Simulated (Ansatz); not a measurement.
Ta2N: do energies and stresses tell the same story?

Computed with DFT PBEsol, scalar-relativistic, plane waves, PAW in Ansatz 0.2.0.

Plane waves to 420 eV, a k mesh through Γ of 18×18×10 on the computed 3-atom cell and Gaussian smearing (0.10 eV); no spin polarisation.

Relaxed cell: P-3m1, a = 3.079 Å, b = 3.079 Å, c = 4.823 Å, α = 90.00°, β = 90.00°, γ = 120.00°, 3 atoms in the primitive cell. Whether it is the stable form of this composition wasn't checked.

Energies at zero smearing and pressures from the stress tensor, at volumes with shape and atoms relaxed:
```tsv
V (Å³/atom)	E − E(first) (meV/atom)	P (GPa)
12.405	0.00	20.32
12.801	-36.14	9.30
13.197	-47.26	-0.01
13.592	-37.30	-7.85
13.988	-9.59	-14.50
```

**Question.** Check P = −dE/dV between neighbouring volumes, and get the bulk modulus from the pressures alone.

**Answer.** With 1 eV/Å³ = 160.2 GPa:
```tsv
middle V (Å³/atom)	−ΔE/ΔV (GPa)	mean P (GPa)
12.603	14.626	14.812
12.999	4.502	4.649
13.395	-4.032	-3.929
13.790	-11.213	-11.177
```

The two differ by 0.19 GPa at most. The mean of two end pressures misses the average over a step by about ΔV² P″/12, up to 0.15 GPa here; with that taken off 0.05 GPa remains. The stress is the derivative of the free energy, not of the energy at zero smearing, and with free energies 0.01 GPa remains. Around V = 13.197 Å³/atom, the two neighbours give B = −V ΔP/ΔV = 13.197 × 17.16 / 0.792 = 285.9 GPa, against B0 = 283.6 GPa from the Birch–Murnaghan fit of the energies.

Spin–orbit coupling is left out, which can shift energies with elements as heavy as these. Spin polarisation was left out, and a magnetic state may lie lower.